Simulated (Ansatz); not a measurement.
Starting cell, Sc2Si2O7 (space group C2/m):

```xyz
11
Lattice="3.2090 -4.1974 0.0000 3.2090 4.1974 0.0000 -1.0102 0.0000 4.5473" Properties=species:S:1:pos:R:3 pbc="T T T"
Sc     3.2090     1.6034     0.0000
Sc     3.2090    -1.6034     0.0000
Si     1.0453     0.0000     1.8564
Si     4.3625     0.0000     2.6909
O      4.0993    -1.3385     3.5806
O      1.3085     1.3385     0.9667
O      1.3085    -1.3385     0.9667
O      4.0993     1.3385     3.5806
O     -0.5051     0.0000     2.2736
O      3.5846     0.0000     1.2635
O      1.8233     0.0000     3.2838
```

A phonon eigenvector at Γ is frozen into this cell: atom i moves by Q times the vector below, so Q is the largest atomic displacement, in Å. The cell is held.

```tsv
atom	x	y	z
Sc1	0.002	0.000	0.013
Sc2	0.002	0.000	0.013
Si3	-0.197	0.000	-0.671
Si4	-0.197	0.000	-0.671
O5	-0.106	-0.249	0.158
O6	-0.106	-0.249	0.158
O7	-0.106	0.249	0.158
O8	-0.106	0.249	0.158
O9	0.107	0.000	-0.083
O10	0.499	0.000	0.867
O11	0.499	0.000	0.867
```

Computed with LDA (plane waves to 420 eV, PAW, scalar-relativistic; Ansatz, an electronic-structure program). k mesh 6×6×6 (Γ-centred), Fermi-Dirac smearing 0.05 eV. The energy includes the smearing's −TS. Sc2Si2O7 is run without spin polarisation. Sc2Si2O7 was relaxed with its symmetry unable to fall. The zero of ΔE is the undisplaced structure.

| Q (Å) | ΔE (eV/cell) |
|---|---|
| -0.100 | 1.027 |
| -0.067 | 0.441 |
| -0.033 | 0.108 |
| 0.000 | 0.000 |
| 0.033 | 0.108 |
| 0.067 | 0.441 |
| 0.100 | 1.027 |

### Question
Which DFPT wavenumber at Γ belongs to this mode?
A. 436 cm⁻¹
B. 142 cm⁻¹
C. 890 cm⁻¹
D. 585 cm⁻¹

### Answer
C, 890 cm⁻¹. The curvature of the scan gives 890 cm⁻¹

(A displaced cell: forces are minus the slopes of the energy, force constants its curvatures, and phonons follow from these.)
